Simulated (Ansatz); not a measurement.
Starting cell, GaP (zinc blende):

```xyz
2
Lattice="0.0000 2.7532 2.7532 2.7532 0.0000 2.7532 2.7532 2.7532 0.0000" Properties=species:S:1:pos:R:3 pbc="T T T"
P      4.1298     4.1298     4.1298
Ga     0.0000     0.0000     0.0000
```

In each cell atom 2 (Ga, nearest neighbour P at 2.384 Å; its periodic images, 3.9 Å or more away, move with it) moves by s·(1.000, 0.000, 0.000) (along Cartesian x), the rest being held.

The numbers are results of PBE (plane waves to 420 eV, PAW, scalar-relativistic; Ansatz, a program for electronic structure), not measurements. k mesh 8×8×8 (Γ-centred), Fermi-Dirac smearing 0.05 eV. E stands for the smeared free energy. As the smearing reaches across the gap at some points, energies and forces of such displacements shift with the k mesh and the smearing. GaP was relaxed with its symmetry unable to fall. The PAW data are Ansatz's earlier set. ΔE is measured from the undisplaced structure. The last digit holds for this mesh only.

| s (Å) | ΔE (meV/cell) |
|---|---|
| -0.480 | 977.4 |
| -0.384 | 648.8 |
| -0.288 | 375.2 |
| -0.192 | 170.1 |
| -0.096 | 43.0 |
| 0.000 | 0.0 |
| 0.096 | 43.0 |
| 0.192 | 170.1 |
| 0.288 | 375.2 |
| 0.384 | 648.8 |
| 0.480 | 977.4 |

**Question.** What force constant k = d²E/ds² at s = 0 does the table give?

**Answer.** 9.4 eV/Å². It is the second difference of the nearest points, corrected with the next pair.

**Question.** With k = 9.37 eV/Å² from the forces, is the well harmonic out to s = 0.480 Å?

**Answer.** ½ks² = 1080 meV/cell against the computed 977 meV/cell, so the well is softer than harmonic there.

(For displaced atoms, the force is minus the slope of the energy, and its curvature is a force constant, which sets phonon frequencies.)
